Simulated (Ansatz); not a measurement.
# Ansatz run, PbAu₂

input.yaml (Ansatz 0.2.0)

```yaml
crystal:
  lattice:
    - [0.0, 3.993633, 3.993633]
    - [3.993633, 0.0, 3.993633]
    - [3.993633, 3.993633, 0.0]
  atoms:
    - { symbol: Pb, position: [0.0, 0.0, 0.0] }
    - { symbol: Pb, position: [0.25, 0.25, 0.25] }
    - { symbol: Au, position: [0.625, 0.625, 0.625] }
    - { symbol: Au, position: [0.125, 0.625, 0.625] }
    - { symbol: Au, position: [0.625, 0.625, 0.125] }
    - { symbol: Au, position: [0.625, 0.125, 0.625] }
  symmetry: { tolerance: 0.0003 }
kpoints:
  mp_grid: { grid: [6, 6, 6], shift: [0, 0, 0] }
  band_path:
    path:
      - [0.375, 0.375, 0.75]
      - [0.0, 0.0, 0.0]
      - [0.5, 0.5, 0.5]
      - [0.5, 0.25, 0.75]
      - [0.5, 0.0, 0.5]
    npoints: 13
magnetization:
  noncollinear: true
  spin_orbit: true
scf:
  occupations: { method: fermi_dirac, width: 0.0105 }
  lower_state_search: "off"
  max_iter: 200
hamiltonian:
  pseudopotentials: { kind: paw_fr }
  xc: r2scan
basis:
  ecutwfc: 500
  fft_grid_basis: typed
output:
  forces: true
  stress: true
  eigenvalues: true
  bader: true
  populations: true
  elf: true
  write_potential: true
  volumetric_format: npy
  dos:
    e_range: [-12, 8]
    de: 0.05
    projected: { site_lists: { Au: [Au], Pb: [Pb] } }
    method: { smearing: { sigma: 0.1, scheme: gaussian } }
checkpoint:
  read: saved_state
```

The saved state is an earlier solution for the same cell, perhaps on another mesh. The state carries no moments; the state need not be the lowest.

Parts of the output:

```
Pseudopotentials: kind: paw_fr
Pseudopotential: Pb, paw_fr, valence charge 14, recommended cutoff 500 eV (meta_gga), Pb.paw.azcp#standard-fr
Pseudopotential: Au, paw_fr, valence charge 19, recommended cutoff 500 eV (meta_gga), Au.paw.azcp#standard-fr
Functional definition: r2SCAN
  exchange = r2scan_x(k0 = k0, k1 = k1, a1 = a1)
  correlation = r2scan_c
Crystal: 6 atoms, lattice volume = 127.390 Å³
Basis set: ecut = 500 eV, 3287 PW (Γ), exchange–correlation on 180×180×180 points (64 copies of the dense FFT grid, shifted against one another)
Bands: 126, of which v1, the nominal top of the filled ones, is band 104 counted from 1 (103 counted from 0)
Symmetry: 48 space group operations + 48 with time reversal
Magnetic group: BNS 227.129 (UNI 1631), of the structure as read, at distance tolerance 1.5e-3 Å
k-points: 16 of 216
Initial density: read from a saved state, or passed on in memory by an earlier SCF of this step, an earlier step, the calling program or the single point that the run made first
Functional: x = r2scan, c = r2scan; τ floored in thin density (d = 2e-4 eV/Å³)
SCF iter   1: F=-76329.2009 eV  Δρ=2.16e-3  dr2=3.17e-3  dr2_τ=4.57e-4  dr2_m=0.00e0 (ungated)  |M|=0.00e0 ∫|m|=0.00e0 μB
SCF iter   2: F=-76329.2021 eV  Δρ=1.61e-3  dr2=1.63e-3  dr2_τ=6.04e-5  dr2_m=0.00e0 (ungated)  |M|=0.00e0 ∫|m|=0.00e0 μB
SCF iter   3: F=-76329.2026 eV  Δρ=2.26e-4  dr2=5.43e-5  dr2_τ=3.08e-6  dr2_m=0.00e0 (ungated)  |M|=0.00e0 ∫|m|=0.00e0 μB
SCF iter   4: F=-76329.2027 eV  Δρ=7.89e-5  dr2=7.90e-6  dr2_τ=1.51e-7  dr2_m=0.00e0 (ungated)  |M|=0.00e0 ∫|m|=0.00e0 μB
SCF iter   5: F=-76329.2028 eV  Δρ=1.78e-5  dr2=4.49e-7  dr2_τ=1.60e-8  dr2_m=0.00e0 (ungated)  |M|=0.00e0 ∫|m|=0.00e0 μB
SCF iter   6: F=-76329.2028 eV  Δρ=6.11e-6  dr2=5.81e-8  dr2_τ=1.17e-9  dr2_m=0.00e0 (ungated)  |M|=0.00e0 ∫|m|=0.00e0 μB
Magnetization: |M| = 0.0000 μB,  M = (+0.0000, +0.0000, +0.0000) μB
Absolute magnetization: 0.0000 μB (∫|m|)
  site 0: m = (+0.0000, +0.0000, +0.0000) μB, |m| = 0.0000 μB  (R = 1.37 Å)
  site 1: m = (+0.0000, +0.0000, +0.0000) μB, |m| = 0.0000 μB  (R = 1.37 Å)
  site 2: m = (+0.0000, +0.0000, +0.0000) μB, |m| = 0.0000 μB  (R = 1.16 Å)
  site 3: m = (+0.0000, +0.0000, +0.0000) μB, |m| = 0.0000 μB  (R = 1.16 Å)
  site 4: m = (+0.0000, +0.0000, +0.0000) μB, |m| = 0.0000 μB  (R = 1.16 Å)
  site 5: m = (+0.0000, +0.0000, +0.0000) μB, |m| = 0.0000 μB  (R = 1.16 Å)
Free energy (F): -76329.2028 eV
Harris-Foulkes:  -76329.2028 eV  (|F-HF|=5.53e-8)
Internal energy: -76329.2024 eV  (E = F + TS)
E sigma→0 (E₀):  -76329.2026 eV
Entropy (-TS):   -0.0003 eV (-0.054 meV/atom)
Fermi energy:    15.9398 eV
--- Per-component energies (eV) ---
  E_band       = -1202.6013
  E_kinetic    = 3002.5763
  E_local      = -10539.3694  (includes V_loc(G=0)·N_el)
  E_nonlocal   = 949.4349
  E_hartree    = 4481.9317
  E_xc         = -1291.9333
  E_vxc        = -1522.8794  (∫ρ·V_xc dr)
  E_paw        = -59587.8768  (= ΣΔE_a)
  E_vpaw       = -2162.0440  (= ΣTr[D̂ρ^β])
  E_aug_tail   = 0.0027  (compensation charges beyond the density's cutoff)
  E_vtau       = 105.8230  (kinetic-family band-sum trace: ∫τ·v_τ [+ j·A + Jᵃ·Aᵃ] dr)
  E_ewald      = -13345.0665
  E_core_change = 1.0980  (= ΣΔE_core)
  E_smearing   = -0.0003  (= −TS)
--- Stress (GPa, compression-positive) ---
        1.1120       0.0000       0.0000
        0.0000       1.1120       0.0000
        0.0000       0.0000       1.1120
  P = ⅓ Tr σ = 1.1120 GPa (11.120 kbar)
--- Bader charges: 6 sites ---
  site symbol  charge [e]  shift [e]  m_x [muB]  m_y [muB]  m_z [muB]
     0     Pb      0.5302     0.0000     0.0000     0.0000     0.0000
     1     Pb      0.5302     0.0000     0.0000     0.0000     0.0000
     2     Au     -0.2651     0.0000     0.0000     0.0000     0.0000
     3     Au     -0.2651     0.0000     0.0000     0.0000     0.0000
     4     Au     -0.2651     0.0000     0.0000     0.0000     0.0000
     5     Au     -0.2651     0.0000     0.0000     0.0000     0.0000
```

Total energies depend on the potentials used, so only differences within one code and one set of settings carry meaning.

Origin: a database entry at a rescaled volume.
